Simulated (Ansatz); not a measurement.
W (bcc (W type)), relaxed with r²SCAN (Ansatz, a program for electronic structure, plane waves, PAW): a = 3.169 Å, b = 3.169 Å, c = 3.169 Å, α = 90.00°, β = 90.00°, γ = 90.00°.

Q: The same phase is relaxed and computed with r²SCAN+D4 in the same code. What is the cell now?

A: a = 3.1629 Å, b = 3.1629 Å, c = 3.1629 Å, α = 90.00°, β = 90.00°, γ = 90.00°.

All cells were relaxed under the symmetry of their starts (and spin orders); stability against distortions was not tested throughout. Rows with no word on spin ran without spin polarisation. Spin–orbit coupling is left out wherever it is not named.

Potentials: the earlier of the program's two PAW sets.

Ansatz is a plane-wave DFT program.
